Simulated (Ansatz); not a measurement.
## Structures of Hg$_{2}$O: which is lowest?

Plane-wave DFT in Ansatz with scalar-relativistic PAW potentials, cutoff 420 eV, Γ-centred meshes chosen by cell and gap, Gaussian smearing with energies taken to zero width. Every cell was relaxed (cell and atoms) in a run of its own, within the symmetry of its start. Functional: PBE.

Relaxed structures (starts from databases or built by putting these elements on another compound's sites):
A. Fm-3m, 3 atoms in the computed cell, a = 6.078 Å; sites (symmetry × multiplicity) Hg -43m × 8, O m-3m × 4; start: built
B. Pnnm, 6 atoms in the computed cell, a = 5.553 Å, b = 5.908 Å, c = 3.537 Å; sites (symmetry × multiplicity) Hg ..m × 4, O ..2/m × 2; start: built

Problem. Rank them by energy. Could pressure change the order?

Solution.
| structure | group | E − E(lowest) (meV/atom) | V (Å³/atom) | gap on mesh (eV) |
| --- | --- | --- | --- | --- |
| B | Pnnm | 0.0 | 19.34 | 0.00 |
| A | Fm-3m | 138 | 18.71 | 0.00 |

B is lowest, 138 meV/atom under A. A is denser by 0.63 Å³/atom, so pressure favours it: ΔE/ΔV, with ΔE in eV and 1 eV/Å³ = 160.2 GPa, gives about 35 GPa for equal enthalpy if both cells were rigid; at such pressures compression changes ΔV much, so this is a scale only. Other structures may lie lower than all of these, and vibrations aren't counted.

Spin-orbit coupling is left out, which matters for the bands of heavy elements.